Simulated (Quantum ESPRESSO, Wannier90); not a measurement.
# Wannier functions of TiN (rock salt)

```
CELL_PARAMETERS angstrom
      0.00000     2.12062     2.12062
      2.12062     0.00000     2.12062
      2.12062     2.12062     0.00000
ATOMIC_POSITIONS crystal
  Ti 0.00000 0.00000 0.00000
  N  0.50000 0.50000 0.50000
```

Cell from Materials Project (mp-492), symmetrised, no further relaxation. COD (Crystallography Open Database) has an entry of this formula and space group (matched by these alone). Level: PBEsol, no spin polarisation, no spin-orbit coupling; pw.x of Quantum ESPRESSO at 68 Ry with PseudoDojo potentials, 10×10×10 k-points, Wannier90. Density: 12×12×12 mesh, cold smearing 0.01 Ry. A non-magnetic state is assumed, with no Hubbard U on the 3d ions.

Functional, cutoff and mesh named above are those of the base row (10×10×10); the first column says what each row takes instead. Model: 8 functions from bands 6-22, start hydrogen-like Ti: d; N: p, frozen window tied to the conduction edge or Fermi level of each row, as listed, which moves Ω_I and hoppings a little by itself. Energies are relative to the Fermi level; the misfit is to pw.x on a path, for states up to 1.0 eV relative to the Fermi level. Only the mesh of Bloch states changes. The disentangled Ω_I can sit in another minimum from row to row.

```tsv
mesh	frozen to (eV)	Ω_I (Å²)	rms misfit (meV)	k-points (cost)	rough cost of nscf and overlaps (first row = 1)
4×4×4	1.50	6.14	26	64	1.0
5×5×5	1.50	6.32	18	125	1.6
7×7×7	1.50	6.59	5.2	343	3
8×8×8	1.50	6.65	5.5	512	5
10×10×10	1.50	[?]	3.2	1000	9
12×12×12	1.50	6.78	1.0	1728	15
```

Task: Some entries are withheld; supply them.

Result: 
- 10×10×10, Ω_I (Å²): 6.73
